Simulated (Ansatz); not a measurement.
Y₃Si₂Ni₆ in space group Im-3m (No. 229; Y on 12e, Si on 8c, Ni on 24h), r²SCAN in the plane-wave PAW code Ansatz, all energies at zero smearing, with the estimated change up to a 700 eV cutoff added, with one set of potentials and settings (totals compare only within such a set). Cell of 22 atoms (6 Y, 4 Si, 12 Ni): -95872.235 eV.

```
element                             reference phase  E (eV/atom)
-------  ------------------------------------------  -----------
Y                     P6_3/mmc, 2 atoms in the cell   -3859.7073
Si                       Fd-3m, 2 atoms in the cell    -639.0667
Ni       Fm-3m, 1 atoms in the cell, spin-polarised   -5845.2912
```

Formation energy per atom, worked out: (-95872.235 − 6×(-3859.7073) − 4×(-639.0667) − 12×(-5845.2912))/22 = -0.647 eV/atom (-62 kJ per mol of atoms), at 0 K, without zero-point energy or fitted corrections.

The first step of the workflow began from a Materials Project structure, measured or hypothetical; the Crystallography Open Database copy checked does not list it. Whether it is the stable phase at ambient conditions was not checked. The cell was relaxed with r²SCAN under the symmetry of its start; its stability against distortions is not shown here. The run is not spin-polarised. The references are the lowest solids computed at this level, not always the standard phases.

Potentials: the later of the program's two PAW sets.
